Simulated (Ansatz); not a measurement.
# Al, first-principles data

Al:
```xyz
8
Lattice="5.1337 0.0000 0.0000 0.0000 5.1337 0.0000 0.0000 0.0000 5.1337" Properties=species:S:1:pos:R:3 pbc="T T T"
Al     0.0000     0.0000     0.0000
Al     2.5668     2.5668     2.5668
Al     1.2834     0.0000     2.5668
Al     3.8503     0.0000     2.5668
Al     2.5668     1.2834     0.0000
Al     2.5668     3.8503     0.0000
Al     0.0000     2.5668     1.2834
Al     0.0000     2.5668     3.8503
```

Space group Pm-3n (No. 223), A15 (β-W type); conventional cell a = 5.1337 Å, b = 5.1337 Å, c = 5.1337 Å, α = 90.00°, β = 90.00°, γ = 90.00°.

Method: DFT-PBE in the program Ansatz with PAW potentials. The cell and atoms are relaxed at this level. Other levels are named where they apply.

**Cell and energy**

* **Volume per atom**: 16.91 Å³
* **Density**: 2.65 g/cm³

**Electronic structure**

- Electronic character = metallic (no gap)
- Density of states at the Fermi level = 0.38 states/eV per atom (mean over ±0.08 eV)

**Mechanics**

Bulk modulus (Birch–Murnaghan fit): 72.6 GPa
Pressure derivative B′: 4.8

The start of the workflow was typed in or built on a structure type; neither database checked (COD, Materials Project) lists it. It is not the phase usual at ambient conditions (space group No. 225). The PBE relaxation kept the symmetry of its start; its stability against distortions is not shown here.

Potentials: the later of the program's two PAW sets.
